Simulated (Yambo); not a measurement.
K₂PtH₆ (space group Fm-3m, No. 225), G0W0@PBEsol in Yambo with this input:

```
rim_cut
gw0
dyson
el_el_corr
HF_and_locXC
ppa
em1d
RandQpts= 1000000
RandGvec= 1 Ry
EXXRLvcs= 84 Ry
VXCRLvcs= 336 Ry
Chimod= "HARTREE"
% BndsRnXp
 5 | 188 |
%
NGsBlkXp= 7 Ry
% LongDrXp
 1.0 | 1.0 | 1.0 |
%
PPAPntXp= 27.2114 eV
% GbndRnge
 1 | 188 |
%
GTermKind= "BG"
DysSolver= "n"
ExtendOut
```

On a 2×2×2 mesh, with wavefunctions cut at 84 Ry, the gap (L → X) is 6.308 eV and the valence edge shifts by -1.560 eV.

Question: What happens with this change: pole fitted at 10 eV?

Answer: The gap falls by 0.083 eV, to 6.225 eV; the shift of the valence edge becomes -1.424 eV. Neither run is shown to be the converged limit.

Spin-orbit coupling is not included.

Geometry of the Materials Project entry, not relaxed at this level; primitive cell a = 5.742 Å, b = 5.742 Å, c = 5.742 Å, α = 60.00°, β = 60.00°, γ = 60.00°.

The structure is a Materials Project entry; no match was found in the copy of COD used, and its stability was not checked.

A shift is the quasiparticle energy of the state minus its PBEsol energy.
